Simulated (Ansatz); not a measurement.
Zr (hcp, Mg type)

```yaml
crystal:
  lattice:
    - [3.23160, 0.00000, 0.00000]
    - [-1.61580, 2.79864, 0.00000]
    - [0.00000, 0.00000, 5.17363]
  atoms:
    - { symbol: Zr, position: [0.33333, 0.66667, 0.75000] }
    - { symbol: Zr, position: [0.66667, 0.33333, 0.25000] }
```

The slice is a (0001) plane (indices of the conventional cell) through the point (0.333, 0.667, 0.750) (fractional), spanned by u = [110] and v = [1 -1 0] in vectors of this cell: u (3.23 Å) and v (5.60 Å, at 90° to u). It covers one period; positions are fractions (u, v).

The numbers are results of PBE (plane waves to 420 eV, PAW, scalar-relativistic; Ansatz, a quantum-chemistry and plane-wave program), not measurements. k mesh 17×17×9. These are valence fields of a PAW run, semicore shells included where kept as valence: close to a nucleus they are smooth pseudo fields. The PAW data are Ansatz's earlier set. Zr is run without spin polarisation. Zr was relaxed with its symmetry unable to fall.

Problem. What is the valence density on the shortest Zr–Zr line in this plane (3.23 Å), at its midpoint?

Solution. 0.17 e/Å³.

Problem. What is the ELF at the midpoint of the shortest Zr–Zr line in this plane (3.23 Å)?

Solution. 0.24.

Problem. Predict the map of the valence electron density on the slice.

Solution. 
```
v \ u  0.00  0.17  0.33  0.50  0.67  0.83
-----  ----  ----  ----  ----  ----  ----
0.90    0.5   0.2  -0.5  -0.7  -0.5   0.2
0.75   -0.8  -0.8  -0.7  -0.7  -0.7  -0.8
0.60   -0.9  -0.6   0.2   0.5   0.2  -0.6
0.45   -0.7  -0.4   0.5   0.6   0.5  -0.4
0.30   -0.7  -0.7  -0.6  -0.5  -0.6  -0.7
0.15    0.1  -0.2  -0.8  -0.9  -0.8  -0.2
0.00    0.5   0.5  -0.4  -0.8  -0.4   0.5
```

Values: log₁₀ of the valence density in e/Å³. The scale is logarithmic, as a density can span decades between atoms and voids.
